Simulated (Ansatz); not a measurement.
Mg$_{2}$Ge:
```
CELL_PARAMETERS angstrom
      5.86601     0.00000     0.00000
      0.00000     5.86601     0.00000
      0.00000     0.00000     5.86601
ATOMIC_POSITIONS crystal
  Mg 0.75000 0.75000 0.75000
  Mg 0.75000 0.25000 0.25000
  Mg 0.25000 0.75000 0.25000
  Mg 0.25000 0.25000 0.75000
  Ge 0.00000 0.00000 0.00000
  Ge 0.50000 0.50000 0.50000
```

Relaxed with PBE. Special points in fractions of this cell's reciprocal vectors: Γ (0.000, 0.000, 0.000); X (0.000, 0.500, 0.000); M (0.500, 0.500, 0.000); R (0.500, 0.500, 0.500).

### Question
List the band energies nearest the Fermi level at these points for the program Ansatz at the PBE level (PAW).

### Answer
In eV from the Fermi level; about four levels below and three above (degenerate sets whole), none deeper than 8.9 eV; points with the same levels are listed once.

```csv
k,below,above
Γ,-0.22 -0.03 -0.03 -0.03,0.58 0.58 4.49 4.49 4.49
X,-1.34 -1.34 -0.59 -0.59,1.61 1.61 2.58 2.58
M,-0.82 -0.82 -0.23 -0.23,0.80 0.80 2.42 2.42
R,-2.27 -2.27 -2.27 -1.57 -1.57 -1.57,3.23 3.23 3.23
```

Space group Pn-3m. A made-up cell: these elements were put on the sites of a structure type; neither database checked (COD, Materials Project) lists it. COD files the formula under space group No. 225, so this cell is another polymorph or a model. Its standing as an ambient phase is unchecked. Symmetry was held in the PBE relaxation; whether a distortion lowers the energy is not shown. The Fermi level of a semimetal is unsure by some 0.05 eV on such meshes. Scalar-relativistic: spin–orbit coupling is off unless named, which matters more the heavier the elements.

Potentials: the later of the program's two PAW sets.
